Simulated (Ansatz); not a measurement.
ZnCu2GeS4:
```
CELL_PARAMETERS angstrom
     -2.60573     2.60573     5.18850
      2.60573    -2.60573     5.18850
      2.60573     2.60573    -5.18850
ATOMIC_POSITIONS crystal
  Cu 0.00000 0.00000 0.00000
  Cu 0.75000 0.25000 0.50000
  Zn 0.25000 0.75000 0.50000
  Ge 0.50000 0.50000 0.00000
  S  0.63108 0.62121 0.50031
  S  0.12090 0.13078 0.49969
  S  0.37879 0.87910 0.00988
  S  0.86922 0.36892 0.99012
```

Cartesian axes are those of the cell as given.

Give the proper piezoelectric stress tensor with relaxed ions from the program Ansatz at the LDA level (PAW).

In C/m², rows x, y, z, Voigt columns; mesh uncertainty up to 0.01.
```
 0.00   0.00   0.00  -0.07   0.04   0.00
 0.00   0.00   0.00  -0.04  -0.07   0.00
 0.04  -0.04   0.00   0.00   0.00  -0.07
```

The elastic tensor of the same run (GPa):

```json
[
 {"": "1", "1": "127", "2": "77.5", "3": "78.1", "4": "0.0", "5": "0.0", "6": "0.5"},
 {"": "2", "1": "77.5", "2": "127", "3": "78.1", "4": "0.0", "5": "0.0", "6": "-0.5"},
 {"": "3", "1": "78.1", "2": "78.1", "3": "127", "4": "0.0", "5": "0.0", "6": "0.0"},
 {"": "4", "1": "0.0", "2": "0.0", "3": "0.0", "4": "55.0", "5": "0.0", "6": "0.0"},
 {"": "5", "1": "0.0", "2": "0.0", "3": "0.0", "4": "0.0", "5": "55.0", "6": "0.0"},
 {"": "6", "1": "0.5", "2": "-0.5", "3": "0.0", "4": "0.0", "5": "0.0", "6": "55.7"}
]
```

Convert to strain constants d = e·S.

In pC/N:
```
 0.0   0.0   0.0  -1.3   0.7   0.0
 0.0   0.0   0.0  -0.7  -1.3   0.0
 0.8  -0.8   0.0   0.0   0.0  -1.3
```

Space group I-4. The LDA relaxation kept the symmetry of its start. The run is not spin-polarised. Signs of piezoelectric constants follow the polarity of the cell as given.

Potentials: the later of the program's two PAW sets.
